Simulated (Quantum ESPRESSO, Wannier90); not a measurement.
# PbF$_{4}$ (I4/mmm): Wannier90 run

```
PbF4
1.0
    4.29350     0.00000     0.00000
    0.00000     4.29350     0.00000
   -2.14675    -2.14675     3.93302
Pb F
1 4
Direct
  0.00000   0.00000   0.00000
  0.74815   0.74815   0.49630
  0.25185   0.25185   0.50370
  0.00000   0.50000   0.00000
  0.50000   0.00000   0.00000
```

Structure: Materials Project mp-341, symmetrised, not relaxed again. COD (Crystallography Open Database) has an entry of this formula and space group (matched by these alone). Computed values, not measurements, from PBEsol: Quantum ESPRESSO (norm-conserving PseudoDojo potentials, cutoff 68 Ry, no spin polarisation, no spin-orbit coupling) on a Γ-centred 6×6×6 mesh, then Wannier90. Density: 8×8×8 mesh, cold smearing 0.01 Ry. The cell is built of weakly bound layers, chains or molecules. Database cells relaxed without dispersion often hold them too far apart, which can enlarge gaps and weakens couplings between them; spacing and stacking were not compared with the measured crystal. Spin-orbit coupling is left out although heavy elements are present.

The plane-wave run has 36 bands and 42 electrons a cell. On the energy scale of pw.x, whose zero is arbitrary, the valence-band maximum lies at 1.96 eV.

Isolated groups of bands, relative to the valence-band maximum (bands from 23 on overlap up to the last one computed):

```
bands  from (eV)  to (eV)  filling           weight on atomic waves
-----  ---------  -------  -------  -------------------------------
1–3       -20.79   -20.17   filled  F 2s 87 %, Pb 5d 6 %, Pb 6p 5 %
4         -19.83   -19.61   filled            F 2s 90 %, Pb 6p 10 %
5–9       -14.38   -13.09   filled                       Pb 5d 94 %
10–21      -7.43     0.00   filled                        F 2p 91 %
22          1.93     5.30    empty            Pb 6s 46 %, F 2p 45 %
```

Input w.win, without the blocks of cell, atoms and k-points (216 lines):

```
num_bands = 31
num_wann = 20
exclude_bands = 5-9
num_iter = 1000
conv_tol = 1.0e-6
conv_window = 4
dis_num_iter = 1000
dis_conv_tol = 1.0e-6
dis_froz_max = 5.39
dis_win_max = 4.39
write_hr = true
write_u_matrices = true
begin projections
f=0.00109,-0.00310,-0.01043: s;p
f=-0.24219,-0.25508,0.49327: s;p
f=0.23914,0.25108,-0.49899: s;p
f=0.00839,0.51168,0.00576: s;p
f=0.49471,0.01042,0.00364: s;p
end projections
mp_grid = 6 6 6
```

wannier90.x stops with:
```
dis_windows: Energy window contains fewer states than number of target WFs
```
At some k-point the outer window holds fewer bands than num_wann, so no subspace of that size can be extracted. Mended as below, all else unchanged, the run goes through (Ω_I = 11.2 Å²) and follows the plane-wave bands to 0.7 meV rms (states up to 2.9 eV relative to the valence-band maximum).
Remove the line dis_win_max = 4.39.
